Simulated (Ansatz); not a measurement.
## MnSi: converged, but where?

System: MnSi, an experimental structure (space group P2_13); the cell holds 8 atoms. Sizeable forces remain on the atoms, so the positions aren't those of the computed minimum. The computed pressure is over 10 GPa in size, so the cell is far from the computed equilibrium volume (the chosen U may not suit it). Source: COD entry 9013998; it may be a high-temperature, high-pressure or metastable form.

Level of theory: Ansatz development build ahead of 0.2.0, DFT, PBE+U, PAW, plane waves, scalar-relativistic.

```yaml
crystal:
  lattice:
    - [4.558, 0.0, 0.0]
    - [0.0, 4.558, 0.0]
    - [0.0, 0.0, 4.558]
  atoms:
    - { symbol: Mn, position: [0.138, 0.138, 0.138], spin: 4.5 }
    - { symbol: Mn, position: [0.362, 0.862, 0.638], spin: 4.5 }
    - { symbol: Mn, position: [0.638, 0.362, 0.862], spin: -4.5 }
    - { symbol: Mn, position: [0.862, 0.638, 0.362], spin: 4.5 }
    - { symbol: Si, position: [0.845, 0.845, 0.845] }
    - { symbol: Si, position: [0.655, 0.155, 0.345] }
    - { symbol: Si, position: [0.345, 0.655, 0.155] }
    - { symbol: Si, position: [0.155, 0.345, 0.655] }
magnetization:
  spin_polarized: true
hamiltonian:
  xc: pbe
  pseudopotentials: { kind: paw }
  hubbard: { sites: [{ species: Mn, l: d, u_eff: 4.6 }] }
basis:
  ecutwfc: 420
kpoints:
  mp_grid: { grid: [5, 5, 5] }
scf:
  occupations: { method: fermi_dirac, width: 0.05 }
  lower_state_search: "off"
output:
  forces: true
  stress: true
```

Time: 20 s on 2 threads of x86-64 server CPU (shared host), peak memory 0.56 GiB.

The end of the output:

```
SCF converged after 17 iterations
Magnetization: 5.9950 μB (40.9975 up, 35.0025 down)
Absolute magnetization: 14.2170 μB (∫|ρ↑−ρ↓|, with the PAW one-centre terms)
Spin contamination: 3.8221 ħ² per cell (⟨S²⟩ above its minimum at these occupations)
Per-site moments (μB) at R_I (Å): [(3.1317, 0.9541), (3.1317, 0.9541), (-2.9336, 0.9541), (3.1317, 0.9541), (-0.0890, 0.9541), (-0.0890, 0.9541), (-0.1315, 0.9541), (-0.0890, 0.9541)]
Free energy (F): -18126.304059 eV
Harris-Foulkes:  -18126.304059 eV  (|F-HF|=1.06e-9)
Internal energy: -18126.277207 eV  (E = F + TS)
E sigma→0 (E₀):  -18126.290633 eV
Entropy (-TS):   -0.026851 eV (-3.356 meV/atom)
Fermi energy:    16.243840 eV
--- Forces (eV/Å), atoms counted from 1 ---
  atom   1  Mn     0.42469589    -0.03725001     0.59022972
  atom   2  Mn    -0.59022972    -0.42469589    -0.03725001
  atom   3  Mn    -0.10704871     0.10704871     0.10704871
  atom   4  Mn     0.03725001     0.59022972    -0.42469589
  atom   5  Si     0.21725261     0.18396988     0.03522786
  atom   6  Si    -0.03522786    -0.21725261     0.18396988
  atom   7  Si     0.23729593    -0.23729593    -0.23729593
  atom   8  Si    -0.18396988     0.03522786    -0.21725261
--- Stress (GPa, compression-positive) ---
       30.176336       1.775370       1.775372
        1.775372      30.176336      -1.775370
        1.775370      -1.775372      30.176336
  P = ⅓ Tr σ = 30.1763 GPa (301.763 kbar)
```

The mesh is too coarse to rank close states of a metal with certainty: differences of some tens of meV/atom may change, at times in sign.

A static U favours moments and orbital order; the result depends on U and need not be the measured state. The U is a test value, not one fitted to this metal, and a U on a metal's d shells tends to overstate moments.

Site moments are taken inside atomic spheres and don't add up to the total.

Eigenvalues of the Hubbard occupation matrices: Mn1 up 0.90 0.92 0.93 0.94 0.95, down 0.16 0.19 0.24 0.26 0.38; Mn2 up 0.90 0.92 0.93 0.94 0.95, down 0.16 0.19 0.24 0.26 0.38; Mn3 up 0.15 0.15 0.21 0.21 0.64, down 0.88 0.91 0.91 0.93 0.93; Mn4 up 0.90 0.92 0.93 0.94 0.95, down 0.16 0.19 0.24 0.26 0.38.

Q: Has the SCF ended in the lowest solution? If not, by how much is it too high?

A: No, on this mesh. A state 10.2 meV/atom (0.081 eV per cell) lower exists in this cell: ferromagnetic, site moments Mn1 2.96, Mn2 2.96, Mn3 2.96, Mn4 2.96, Si5 -0.22, Si6 -0.22, Si7 -0.22, Si8 -0.22 μB, total 10.71 μB per cell, no gap on the k-mesh. It was reached from: parallel moments, default search for lower states [Mn1 4.50, Mn2 4.50, Mn3 4.50, Mn4 4.50 μB]; parallel moments, plain SCF [Mn1 4.50, Mn2 4.50, Mn3 4.50, Mn4 4.50 μB]. Its occupation eigenvalues are Mn1 up 0.89 0.90 0.90 0.94 0.94, down 0.20 0.20 0.25 0.35 0.35; Mn2 up 0.89 0.90 0.90 0.94 0.94, down 0.20 0.20 0.25 0.35 0.35; Mn3 up 0.89 0.90 0.90 0.94 0.94, down 0.20 0.20 0.25 0.35 0.35; Mn4 up 0.89 0.90 0.90 0.94 0.94, down 0.20 0.20 0.25 0.35 0.35. The wrong state matters: the pressure is 23.5 GPa there against 30.2 GPa here, and forces differ by up to 0.75 eV/Å (largest force 0.57 there, 0.73 eV/Å here). The order of the states may change once the cell relaxes. Only collinear orders within this cell were tried; the true ground state may need a larger cell. Sign patterns typed on Mn1 Mn2 Mn3 Mn4: ++++, +-+-, ++-+, +--+, 0+00; other orders that fit weren't typed.
